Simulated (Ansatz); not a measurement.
Input:

Be$_{5}$Au:
```
CELL_PARAMETERS angstrom
      0.00000     3.04861     3.04861
      3.04861     0.00000     3.04861
      3.04861     3.04861     0.00000
ATOMIC_POSITIONS crystal
  Be 0.87425 0.37525 0.37525
  Be 0.37525 0.37525 0.37525
  Be 0.37525 0.37525 0.87425
  Be 0.37525 0.87425 0.37525
  Be 0.75000 0.75000 0.75000
  Au 0.00000 0.00000 0.00000
```

This is the r²SCAN-relaxed structure.

All from DFT-r²SCAN in the program Ansatz with PAW potentials, unless another level is named. Give the formation energy from the elements (no fitted shifts).

-0.093 eV/atom.

And the density of states at the Fermi level?

0.15 states/eV per atom (mean over ±0.08 eV).

Space group F-43m. The workflow started from a Materials Project entry (that database holds measured and hypothetical structures alike); the Crystallography Open Database files this formula in space group No. 216, but the cells were not matched. Its standing as an ambient phase is unchecked. The cell was relaxed with r²SCAN under the symmetry of its start; whether a distortion lowers the energy is not shown. The references are the lowest solids computed at this level, not always the standard phases. Spin–orbit coupling is left out wherever it is not named.

Potentials: the later of the program's two PAW sets.
